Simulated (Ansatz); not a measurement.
# LaSi in the CsCl-type structure

Method: PBEsol, scalar-relativistic; no spin polarisation; PAW, 420 eV, 8×8×8 k-mesh, Gaussian smearing of 0.05 eV; code Ansatz. The datasets are Ansatz's generated set soft_2.

```
La Si
1.0
     3.65931    0.00000    0.00000
     0.00000    3.65931    0.00000
     0.00000    0.00000    3.65931
La Si
1 1
Direct
  0.00000 0.00000 0.00000
  0.50000 0.50000 0.50000
```

The start was a prototype's sites filled with these elements. The Crystallography Open Database lists the compound in space group Pnma, so this is a trial structure.

The cell above was scaled in volume, its shape and atoms being fixed by the lattice's symmetry. Energies are counted from the cell above.

Cell and atoms are those of this level's equilibrium.

```tsv
V (Å³/atom)	ΔE (meV/atom)	P from the stress (GPa)
23.520	8.83	2.99
24.010	2.12	1.43
24.500	0.00	0.01
24.990	2.04	-1.27
25.480	7.82	-2.42
```

**Question.** Do the energies and the pressures agree? Compare −ΔE/ΔV between neighbouring points (1 meV/Å³ = 0.1602 GPa) with the mean of their pressures.

**Answer.** 
| interval (Å³/atom) | −ΔE/ΔV (GPa) | mean P (GPa) |
| --- | --- | --- |
| 23.52 to 24.01 | 2.2 | 2.2 |
| 24.01 to 24.50 | 0.7 | 0.7 |
| 24.50 to 24.99 | -0.7 | -0.6 |
| 24.99 to 25.48 | -1.9 | -1.8 |
They differ by 0.04 GPa at most.

**Question.** What do the two routes give for V0, B0 and B0′?

**Answer.** A third-order Birch–Murnaghan fit of the energies: V0 = 24.50 Å³/atom, B0 = 68 GPa, B0′ = 4.1. A polynomial of P in ln V, with B = −dP/d ln V at P = 0: V0 = 24.50 Å³/atom, B0 = 67 GPa, B0′ = 4.1.

B0·V0 = 67.8 GPa × 24.50 Å³ = 10.36 eV/atom sets the scale: near the minimum ΔE ≈ ½ B0 V0 x², with x = V/V0 − 1, and a pressure of 0.7 GPa squeezes the volume by about 1 %. At the ends of the curve: x = −4.0 % predicts 8.2 meV/atom and the run gives 8.8; x = +4.0 % predicts 8.4 meV/atom and the run gives 7.8. The curve is steeper than the parabola on the compressed side and flatter on the expanded side: the bulk modulus rises with pressure.

Scalar-relativistic only: spin–orbit splittings of the heavy atoms' levels are missing. The cell is a metal with an odd number of electrons, and spin polarisation wasn't tried.
